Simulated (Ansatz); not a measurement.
The start is a relaxed Co cell deformed by the Cartesian strain tensor (xx, yy, zz, yz, xz, xy) = (0.023, 0.054, 0.040, 0.050, -0.051, -0.122). The cell and all atomic positions are relaxed at zero pressure with PBE (plane waves to 420 eV, PAW, scalar-relativistic; Ansatz, a first-principles code). The first steps use a coarse 16×14×8 k-mesh.

Starting cell:
```
Co
1.0
    2.55128    -0.30551    -0.12719
   -1.54021     2.42918     0.17158
   -0.20562     0.20159     4.19312
Co
2
Direct
  0.33333   0.66667   0.75000
  0.66667   0.33333   0.25000
```
Spin-polarised start, with parallel moments on Co.

Task: What pressure does the first self-consistent step give?

Result: -8.6 GPa (negative: the cell is under tension).

Task: What is the largest force in the starting geometry, and on which atom (counted from 1)?

Result: 0.37 eV/Å, on Co1, Co2 (atoms numbered as listed).

Task: How much energy is released per atom?

Result: 0.23 eV/atom.

Task: How does the volume change?

Result: -9.2 %, from 11.96 to 10.86 Å³/atom.

Task: Does it find its way back to the structure it was made from?

Result: It relaxes back to the parent, P6₃/mmc (No. 194).

Task: How do the shortest distances between atoms change?

Result: The closest pairs of elements (up to four, under 3.6 Å), start → end: Co–Co 2.35 → 2.48 Å.

Task: What magnetic moments remain?

Result: Net 1.61 μB/atom, ferromagnetic.

Relaxed structure:

Space group P6₃/mmc (No. 194); a = 2.494 Å, b = 2.494 Å, c = 4.032 Å, α = 90.00°, β = 90.00°, γ = 120.00°

```
atom  site  symmetry       x       y       z
----  ----  --------  ------  ------  ------
Co      2c      -6m2  0.3333  0.6667  0.2500
```

Final values are on a 21×21×12 k-mesh of the relaxed cell. Spin state reached: ferromagnetic (net 1.61 μB/atom), from parallel starting moments; other spin orders were not run from this start.

The run could not lose the symmetry of its start.
